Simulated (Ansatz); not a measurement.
TaSnO$_{3}$:
```xyz
5
Lattice="4.0396 0.0000 0.0000 0.0000 4.0396 0.0000 0.0000 0.0000 4.0396" Properties=species:S:1:pos:R:3 pbc="T T T"
Sn     0.0000     0.0000     0.0000
Ta     2.0198     2.0198     2.0198
O      0.0000     2.0198     2.0198
O      2.0198     0.0000     2.0198
O      2.0198     2.0198     0.0000
```

Relaxed with r²SCAN.

Map the electron localisation function on the plane through (0.000, 0.000, 0.000) spanned by u = [1, 0, 0] and v = [0, 1, 1] in lattice vectors, from plane-wave PAW r²SCAN (Ansatz code).

x is the fraction of u, y of v (the angle between them is 90°; rows are the nearest grid lines); atoms in the plane: Sn at (0.00, 0.00), Ta at (0.50, 0.50), O at (0.00, 0.50).
```
|   :==-:.   .:-==:   |
|   :==-:.   .:-==:   |
|::-==-:.     .:-==-::|
|====--.       .--====|
|===--:.       .:--===|
|---::.         .::---|
|.....           .....|
|=--:..  .....  ..:--=|
|%#*+:...-=+=-...:+*#%|
|@@@#=..=#%%%#=..=#@@@|
|#%@@*.=%%*=*%%=.*@@%#|
|-+@@*:+%#: :#%+:*@@+-|
|-+@@*:+%#: :#%+:*@@+-|
|#%@@*.=%%*=*%%=.*@@%#|
|@@@#=..=#%%%#=..=#@@@|
|%#*+:...-=+=-...:+*#%|
|=--:..  .....  ..:--=|
|.....           .....|
|---::.         .::---|
|===--:.       .:--===|
|====--.       .--====|
|::-==-:.     .:-==-::|
|   :==-:.   .:-==:   |
|   :==-:.   .:-==:   |
```
Scale: ten equal steps from -0.001 (start of ' ') to 0.827 (end of '@'), in the order ' .:-=+*#%@'; x runs from 0.000 to 1.00, y from 0.000 (bottom) to 1.00 (top).

The density is the valence pseudo-density with augmentation charge, so density and ELF within about 1 Å of a nucleus are not all-electron values.

Space group Pm-3m (cubic perovskite). The workflow started from an entry of the Crystallography Open Database (COD). Its standing as an ambient phase is unchecked. The cell was relaxed with r²SCAN under the symmetry of its start; its stability against distortions is not shown here. The run is not spin-polarised. Scalar-relativistic: spin–orbit coupling is off unless named, which matters more the heavier the elements.

Potentials: the later of the program's two PAW sets.
